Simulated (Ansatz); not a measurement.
NiSb:
```yaml
crystal:
  lattice:
    - [3.90487, 0.00000, 0.00000]
    - [-1.95244, 3.38172, 0.00000]
    - [0.00000, 0.00000, 10.62143]
  atoms:
    - { symbol: Ni, position: [0.33333, 0.66667, 0.12885] }
    - { symbol: Ni, position: [0.66667, 0.33333, 0.62885] }
    - { symbol: Ni, position: [0.66667, 0.33333, 0.87115] }
    - { symbol: Ni, position: [0.33333, 0.66667, 0.37115] }
    - { symbol: Sb, position: [0.00000, 0.00000, 0.00000] }
    - { symbol: Sb, position: [0.00000, 0.00000, 0.50000] }
    - { symbol: Sb, position: [0.33333, 0.66667, 0.75000] }
    - { symbol: Sb, position: [0.66667, 0.33333, 0.25000] }
```

Relaxed with r²SCAN.

Problem. Which orbitals make up the states near the Fermi level in DFT-r²SCAN in the program Ansatz with PAW potentials?

Solution. Within 0.5 eV of the Fermi level: Ni 3d 46 %, Sb 5p 38 %, Sb 5s 7 %, Ni 4s 5 %. Projections are on Löwdin-orthogonalised atomic valence shells; empty p or d shells of many metals are not among them.

Problem. Tabulate the density of states.

Solution. States/eV per cell of 8 atoms, in 0.25 eV bins, energy from the Fermi level.

| E (eV) | total | Ni 3d | Sb 5p | Ni 4s |
|---|---|---|---|---|
| -7.85 | 0.00 | 0.00 | 0.00 | 0.00 |
| -7.60 | 0.00 | 0.00 | 0.00 | 0.00 |
| -7.35 | 0.00 | 0.00 | 0.00 | 0.00 |
| -7.10 | 0.00 | 0.00 | 0.00 | 0.00 |
| -6.85 | 0.45 | 0.03 | 0.30 | 0.08 |
| -6.60 | 1.03 | 0.09 | 0.68 | 0.19 |
| -6.35 | 2.83 | 0.24 | 1.86 | 0.55 |
| -6.10 | 2.83 | 0.27 | 1.88 | 0.48 |
| -5.85 | 2.26 | 0.27 | 1.51 | 0.29 |
| -5.60 | 3.29 | 0.47 | 2.20 | 0.36 |
| -5.35 | 4.29 | 0.63 | 2.87 | 0.42 |
| -5.10 | 4.22 | 0.75 | 2.80 | 0.29 |
| -4.85 | 2.87 | 0.66 | 1.75 | 0.17 |
| -4.60 | 3.45 | 0.94 | 2.00 | 0.21 |
| -4.35 | 3.23 | 0.97 | 1.85 | 0.17 |
| -4.10 | 4.24 | 1.48 | 2.34 | 0.18 |
| -3.85 | 6.84 | 3.17 | 3.21 | 0.22 |
| -3.60 | 9.89 | 5.42 | 4.02 | 0.20 |
| -3.35 | 9.50 | 5.62 | 3.50 | 0.13 |
| -3.10 | 10.94 | 7.35 | 3.12 | 0.17 |
| -2.85 | 10.68 | 7.89 | 2.41 | 0.13 |
| -2.60 | 11.80 | 9.88 | 1.56 | 0.09 |
| -2.35 | 11.70 | 10.24 | 1.08 | 0.10 |
| -2.10 | 19.09 | 17.80 | 0.79 | 0.14 |
| -1.85 | 23.73 | 22.36 | 0.65 | 0.34 |
| -1.60 | 14.95 | 13.88 | 0.59 | 0.23 |
| -1.35 | 15.56 | 13.63 | 1.35 | 0.16 |
| -1.10 | 6.85 | 5.16 | 1.15 | 0.17 |
| -0.85 | 7.24 | 5.10 | 1.45 | 0.19 |
| -0.60 | 6.92 | 4.49 | 1.70 | 0.23 |
| -0.35 | 3.64 | 1.91 | 1.26 | 0.12 |
| -0.10 | 4.03 | 2.00 | 1.43 | 0.16 |
| 0.15 | 5.20 | 2.30 | 1.99 | 0.34 |
| 0.40 | 4.66 | 1.76 | 2.10 | 0.30 |
| 0.65 | 4.23 | 1.38 | 2.12 | 0.26 |
| 0.90 | 3.95 | 1.15 | 2.16 | 0.19 |
| 1.15 | 2.89 | 0.80 | 1.62 | 0.12 |
| 1.40 | 2.40 | 0.62 | 1.35 | 0.11 |
| 1.65 | 3.06 | 0.73 | 1.70 | 0.23 |
| 1.90 | 2.88 | 0.62 | 1.68 | 0.20 |
| 2.15 | 2.88 | 0.59 | 1.69 | 0.23 |
| 2.40 | 3.29 | 0.64 | 1.96 | 0.28 |
| 2.65 | 2.84 | 0.51 | 1.69 | 0.29 |
| 2.90 | 3.84 | 0.65 | 2.38 | 0.37 |
| 3.15 | 3.49 | 0.52 | 2.21 | 0.34 |
| 3.40 | 2.47 | 0.30 | 1.52 | 0.33 |
| 3.65 | 1.83 | 0.21 | 0.92 | 0.39 |
| 3.90 | 1.89 | 0.18 | 0.77 | 0.51 |
| 4.15 | 1.63 | 0.12 | 0.53 | 0.51 |
| 4.40 | 1.81 | 0.11 | 0.52 | 0.56 |
| 4.65 | 2.29 | 0.12 | 0.59 | 0.69 |

Space group P6_3/mmc. The cell is a constructed one: a structure type filled with these elements; the Crystallography Open Database files this formula in space group No. 194, but the cells were not matched. Whether it is the stable phase at ambient conditions was not checked. The r²SCAN relaxation kept the symmetry of its start; its stability against distortions is not shown here. The workflow began spin-polarised and lost its moments. Spin–orbit coupling is left out wherever it is not named.

Potentials: the later of the program's two PAW sets.
